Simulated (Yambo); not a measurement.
G0W0@PBEsol for ZrNBr (space group Pmmn, No. 59) in Yambo (4×4×1 mesh, 7 Ry block, plasmon pole, screening fixed), without a terminator:

```json
[
 {"bands N in G": "75", "gap Γ → Γ (eV)": "2.754", "shift of the valence edge (eV)": "0.640"},
 {"bands N in G": "126", "gap Γ → Γ (eV)": "2.725", "shift of the valence edge (eV)": "0.283"},
 {"bands N in G": "194", "gap Γ → Γ (eV)": "2.710", "shift of the valence edge (eV)": "0.098"}
]
```

Extrapolate both columns to infinite N with E(N) = E∞ + A/N, test the form, and compare with the terminator.

From two points, E∞ = (N2 E2 − N1 E1)/(N2 − N1). The two largest N give 2.68 eV for the gap and -0.24 eV for the shift; the two smallest give 2.68 eV and -0.24 eV. For the gap the slopes A are 5.4 and 5.4 eV: the 1/N form holds. For the shift the slopes A are 66 and 67 eV: the 1/N form holds. With the Bruneval-Gonze terminator and 194 bands the run gives 2.74 eV and -0.11 eV, 0.06 eV and 0.14 eV from the extrapolated values: the terminator too is an estimate of the remainder. Block, mesh and the bands in W are held fixed.

Spin-orbit coupling is not included.

Geometry relaxed with PBE+D3(BJ); primitive cell a = 3.6040 Å, b = 4.1064 Å, c = 8.6762 Å, α = β = γ = 90.00°.

A shift is the quasiparticle energy of the state minus its PBEsol energy.
